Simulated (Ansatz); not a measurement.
BaC2:
Space group R-3m, hexagonal axes (No. 166); a = 5.201 Å, b = 5.201 Å, c = 7.419 Å, α = 90.00°, β = 90.00°, γ = 120.00°

```csv
atom,site,symmetry,x,y,z
Ba,3a,-3m,0.0000,0.0000,0.0000
C,6c,3m,0.0000,0.0000,0.4153
```
(The calculation used a cell of 3 atoms; values per cell refer to that cell.)

Relaxed with r²SCAN. 

Problem. HSE06 on this cell (Ansatz, a program for electronic structure, PAW) gives a gap of 2.63 eV. What does r²SCAN give?

Solution. 1.79 eV.

Cost on shared cores: the r²SCAN run (SCF on a 7×7×7 mesh, then bands and DOS) very roughly 60 core-seconds, the HSE06 run (SCF on 5×5×5, then a few points) about 3 core-minutes (a rough figure); the tasks are unlike.

The workflow started from a Materials Project entry (that database holds measured and hypothetical structures alike); the Crystallography Open Database copy checked does not list it. Whether it is the stable phase at ambient conditions was not checked. Symmetry was held in the r²SCAN relaxation; phonons on a q-mesh show no instability. Spin–orbit coupling is left out wherever it is not named.

Potentials: the later of the program's two PAW sets.

Ansatz is a plane-wave DFT program.
